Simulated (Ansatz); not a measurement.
## Eigenvalues along a path: Ca (sc type)

```
CELL_PARAMETERS angstrom
2.55089 0.00000 0.00000
0.00000 2.55089 0.00000
0.00000 0.00000 2.55089
ATOMIC_POSITIONS crystal
Ca 0.00000 0.00000 0.00000
```

The cell comes from a relaxation on PAW files under the same functional, begun from a prototype that needn't be the stable phase.

Level of theory: DFT with PBEsol, scalar-relativistic, in Ansatz 0.2.0; a Γ-centred 11×11×11 k mesh, Fermi–Dirac smearing of 0.08 eV, no spin polarisation. LAPW: all electrons, basis error target 1 meV/atom.

This run: volume at 0.4 of the series' base cell.

The structure type is held throughout; the real material can change phase at far lower pressure.

Path points, in fractions of the reciprocal vectors: Γ (0.000, 0.000, 0.000), X (0.000, 0.500, 0.000), M (0.500, 0.500, 0.000), R (0.500, 0.500, 0.500). The distance column jumps between branches of the path. Levels in eV from the Fermi level; bands 6 to 11, counted from the lowest band of the run. The gap is zero, the pressure 46.7 GPa.

```
# k(1/Å) point b6 b7 b8 b9 b10 b11
0.000 Γ -20.79 -20.79 -20.79 -4.00 -0.14 -0.14
0.154 - -20.92 -20.78 -20.78 -3.86 -0.10 0.02
0.308 - -21.28 -20.75 -20.75 -3.48 0.02 0.46
0.462 - -21.80 -20.70 -20.70 -2.93 0.21 1.12
0.616 - -22.38 -20.64 -20.64 -2.28 0.44 1.82
0.770 - -22.92 -20.58 -20.58 -1.55 0.68 2.33
0.924 - -23.37 -20.53 -20.53 -0.78 0.90 2.44
1.078 - -23.65 -20.50 -20.50 -0.07 1.06 2.18
1.232 X -23.75 -20.49 -20.49 0.29 1.11 1.95
1.386 - -23.73 -20.61 -20.48 0.44 1.25 1.59
1.539 - -23.67 -20.93 -20.45 0.76 0.77 1.77
1.693 - -23.58 -21.39 -20.41 -0.19 1.07 2.74
1.847 - -23.47 -21.91 -20.36 -1.12 1.40 4.02
2.001 - -23.35 -22.41 -20.31 -1.94 1.72 5.38
2.155 - -23.25 -22.81 -20.26 -2.56 2.01 5.53
2.309 - -23.19 -23.07 -20.23 -2.96 2.22 5.64
2.463 M -23.16 -23.16 -20.22 -3.09 2.30 5.67
2.681 - -23.10 -23.09 -20.24 -2.83 2.15 5.70
2.899 - -22.93 -22.86 -20.30 -2.11 1.72 5.81
3.116 - -22.63 -22.52 -20.39 -1.29 1.24 4.81
3.334 - -22.22 -22.08 -20.50 -1.23 1.13 3.30
3.552 - -21.74 -21.62 -20.61 -2.03 0.90 1.93
3.769 - -21.27 -21.19 -20.70 -2.99 0.39 0.83
3.987 - -20.92 -20.90 -20.77 -3.73 0.00 0.11
4.205 Γ -20.79 -20.79 -20.79 -4.00 -0.14 -0.14
4.471 - -20.92 -20.88 -20.88 -3.59 0.15 0.15
4.738 - -21.26 -21.15 -21.15 -2.53 0.98 0.98
5.005 - -21.67 -21.50 -21.50 -1.33 2.15 2.15
5.271 - -22.06 -21.88 -21.88 -0.77 2.77 2.77
5.538 - -22.35 -22.21 -22.21 -0.85 1.62 1.62
5.805 - -22.54 -22.46 -22.46 -0.94 0.39 0.39
6.071 - -22.64 -22.62 -22.62 -0.82 -0.42 -0.42
6.338 R -22.67 -22.67 -22.67 -0.70 -0.70 -0.70
6.556 - -22.71 -22.61 -22.60 -0.83 -0.56 -0.42
6.773 - -22.82 -22.44 -22.39 -1.06 -0.14 0.38
6.991 - -23.00 -22.15 -22.07 -1.16 0.53 1.55
7.209 - -23.21 -21.76 -21.67 -0.97 1.43 2.67
7.427 - -23.41 -21.33 -21.24 -0.46 2.48 2.57
7.644 - -23.59 -20.91 -20.86 0.35 1.49 2.12
7.862 - -23.71 -20.60 -20.59 0.61 1.34 1.37
8.080 X -23.75 -20.49 -20.49 0.29 1.11 1.95
9.821 R -22.67 -22.67 -22.67 -0.70 -0.70 -0.70
9.975 - -22.69 -22.69 -22.59 -0.84 -0.56 -0.56
10.129 - -22.75 -22.75 -22.34 -1.19 -0.14 -0.14
10.283 - -22.83 -22.83 -21.97 -1.65 0.53 0.53
10.437 - -22.92 -22.92 -21.51 -2.12 1.44 1.44
10.591 - -23.02 -23.02 -21.04 -2.53 2.53 2.53
10.745 - -23.09 -23.09 -20.62 -2.84 3.25 3.76
10.899 - -23.14 -23.14 -20.33 -3.03 2.54 4.98
11.053 M -23.16 -23.16 -20.22 -3.09 2.30 5.67
```
